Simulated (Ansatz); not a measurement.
## HfBe: how the energy converges with the cutoff

HfBe, Cmcm, a = 3.303 Å, b = 10.054 Å, c = 3.729 Å. The structure is a Materials Project entry; whether it is the stable form wasn't checked. Ansatz: PBEsol, PAW, cutoff varied, Γ-centred 14×14×12 mesh on 4 atoms, Gaussian smearing 0.10 eV; no spin polarisation. Single points at one geometry, the cutoff alone changed; ΔE is the energy at zero smearing over the run at 500 eV. The runs up to 350 eV lie under the cutoff recommended for these PAW datasets.

| cutoff (eV) | ΔE (meV/atom) |
| --- | --- |
| 250 | 480.03 |
| 300 | 45.50 |
| 350 | ? |
| 420 | 0.58 |

Q: Assume ΔE falls exponentially with the cutoff, fit y = ln ΔE against x, the cutoff in eV, to the other rows, and predict the missing value.

A: y = 6.174, 3.818, -0.545. Means x = 323.3, y = 3.1490; Σ(Δx)² = 15267, ΣΔxΔy = -594.5; the slope is their ratio. y = 15.74 − 0.03894 x, a factor of ten per 59 eV. At 350 eV this gives ΔE = 8.26 meV/atom. The run gave 2.83, a ratio of 2.92. Between neighbouring rows the decay runs from a factor of ten per 41 eV to one per 102 eV, so one exponential is only a rough guide. The fast fall gives way to a slow tail.